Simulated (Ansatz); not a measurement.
Phases of Zr at 13 GPa

Structure types of Zr are relaxed in primitive cells with their symmetry kept at 13 GPa, first on PAW files, then by LAPW. The enthalpy is E + pV at zero temperature, without zero-point motion. Only the types listed were tried, and differences under about 5 meV/atom are mesh noise. Not among the end structures: fcc, bcc, which may lie lower.

Computed with Ansatz 0.2.0; functional PBEsol, scalar-relativistic. Settings: Fermi–Dirac smearing of 0.05 eV, no spin polarisation. Methods: LAPW: all electrons, basis error target 0.5 meV/atom; PAW: frozen-core files, cutoff 420 eV.

k meshes: hcp 14×14×8, diamond 11×11×11, simple hexagonal 15×15×14, sc 14×14×14.

The PAW files were made under PBE.

Problem. Order the types by LAPW enthalpy, lowest first.
A. diamond
B. sc
C. simple hexagonal
D. hcp

Solution. D (0 meV/atom), C (371 meV/atom), B (934 meV/atom), A (2786 meV/atom).

```tsv
start type	ends as	a, b, c (Å)	V (Å³/atom)	H − H(lowest), LAPW (meV/atom)	same, PAW
hcp	hcp, P6_3/mmc	3.042, 3.042, 5.005	20.06	0.0	0.0
diamond	diamond, Fd-3m	5.690, 5.690, 5.690	23.02	2786.4	2785.6
simple hexagonal	simple hexagonal, P6/mmm	2.868, 2.868, 2.835	20.19	370.6	370.6
sc	sc, Pm-3m	2.743, 2.743, 2.743	20.63	934.2	934.3
```

Problem. Split the lead of hcp over simple hexagonal into energy and pV.

Solution. For simple hexagonal less hcp: ΔE = +359.7 meV/atom, and p·ΔV = 13 GPa × +0.1342 Å³ × 6.242 meV/(GPa·Å³) = +10.9 meV/atom, together 370.6 meV/atom. hcp wins on both counts.
